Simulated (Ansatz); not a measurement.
# Al: energy along a strain

Al, Im-3m, a = 3.182 Å (as given, not relaxed at this level: 0.5 GPa). This isn't the element's structure at ambient conditions. Ansatz: r2SCAN, PAW, 500 eV, Γ-centred 20×20×20 mesh on 1 atom, Gaussian smearing 0.15 eV; no spin polarisation. Cell vectors (Å): -1.591 1.591 1.591; 1.591 -1.591 1.591; 1.591 1.591 -1.591. The cell is strained by x per cent times the pattern (0 0 0 1 0 0) in the order xx yy zz yz xz xy (engineering shears), with fractional coordinates held. y is the free energy over the start, V0 = 16.116 Å³/atom. Symmetry makes y even in x. Points with a strain past 8.5 % were computed too (2) and aren't used here.

| x (%) | y (meV/atom) |
| --- | --- |
| -5.00 | 6.56 |
| 0.00 | 0.00 |
| 1.25 | 0.26 |
| 2.50 | 1.23 |
| 3.75 | 3.30 |
| 6.25 | 10.80 |
| 7.50 | ? |

**Question.** Fit y = c2 x² + c4 x⁴ to the other rows, get the stiffness along the pattern, and predict the missing energy.

**Answer.** Least squares on the rows shown. y = 0.21589 x² + 0.0015893 x⁴. The clamped-ion stiffness p·C·p = 2 × 2.159 eV × 160.2 / 16.116 Å³ = 43 GPa, which is C44 in these axes (second derivative at the start, which stands under stress). With a term in x⁶ added, the coefficient of x² becomes 0.1683, 22 % less, which shows how far this figure hangs on the form. At x = 7.50 the fit asked for gives 17.17 meV/atom. The run gave 15.98 meV/atom, so the fit is 1.19 meV/atom too high, 7.4 % of the span of the series, against an rms of 0.12 meV/atom on the fitted rows. The row lies outside the fitted range. With a term in x⁶ added, a fit to the same known rows predicts 14.30 meV/atom, which misses by about as much or more on the other side: the known rows don't fix the higher terms.